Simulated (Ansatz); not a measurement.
Compressing CaPd2As2: a fit and a missing row

CaPd2As2, I4/mmm, a = 4.278 Å, c = 10.126 Å. The structure is a Materials Project entry; whether it is the stable form wasn't checked. Ansatz: PBEsol, PAW, 420 eV, Γ-centred 12×12×12 mesh on 5 atoms, Gaussian smearing 0.10 eV; no spin polarisation. Shape and atoms are relaxed at each volume; pressure is positive in compression.

| V (Å³/atom) | P (GPa) |
| --- | --- |
| 17.419 | ? |
| 17.975 | 3.25 |
| 18.531 | -0.01 |
| 19.087 | -2.71 |
| 19.643 | -4.97 |

Q: Take V0 = 18.531 Å³/atom, count pressures from its P0 = -0.01 GPa, fit the third-order Birch–Murnaghan form to the other rows, and predict the missing pressure.

A: With the Eulerian strain f = ½[(V0/V)^(2/3) − 1] and y = (P − P0)/[3f(1 + 2f)^(5/2)], the form is the line y = B0 + 1.5 B0 (B0′ − 4) f. Rows (f, y): 0.01026, 100.7; -0.00976, 96.9; -0.01905, 95.6. Means f = -0.006183, y = 97.733; Σ(Δf)² = 0.0004487, ΣΔfΔy = 0.07921; the slope is their ratio. y = 98.82 + 176.5 f GPa, so B0 = 98.8 GPa and B0′ = 4 + 2 × (176.5)/(3 × 98.82) = 5.19. At V = 17.419, f = 0.02106, y = 102.54 and P = 7.17 GPa. The run gave 7.13 GPa, so the fit is 0.04 GPa too high, a small miss on the scale of the series. The form still works here, 33 % of the fitted range beyond its end.